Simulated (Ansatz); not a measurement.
AlCuP2Se6 in space group R3 (No. 146; Pearson symbol hR10), plane-wave PAW r²SCAN+D4 (Ansatz code), all energies at zero smearing, with the estimated change up to a 700 eV cutoff added, with one set of potentials and settings (totals compare only within such a set). Cell of 10 atoms (1 Al, 1 Cu, 2 P, 6 Se): -41563.675 eV.

```
element              reference phase  E (eV/atom)
-------  ---------------------------  -----------
Al        Fm-3m, 1 atoms in the cell    -540.5314
Cu        Fm-3m, 1 atoms in the cell   -6631.4395
P          Cmce, 4 atoms in the cell    -759.3032
Se       P3_121, 3 atoms in the cell   -5478.2513
```

Formation energy per atom, worked out: (-41563.675 − 1×(-540.5314) − 1×(-6631.4395) − 2×(-759.3032) − 6×(-5478.2513))/10 = -0.359 eV/atom (-35 kJ per mol of atoms), at 0 K, without zero-point energy or fitted corrections.

The first step of the workflow began from a Materials Project structure, measured or hypothetical; the Crystallography Open Database copy checked does not list it. With Al and Cu taken as one species the cell has the higher symmetry R-3, so it may be an ordered model of a mixed-site phase. Its standing as an ambient phase is unchecked. The r²SCAN+D4 relaxation kept the symmetry of its start; its stability against distortions is not shown here. The run is not spin-polarised. The references are the lowest solids computed at this level, not always the standard phases.

Potentials: the later of the program's two PAW sets.
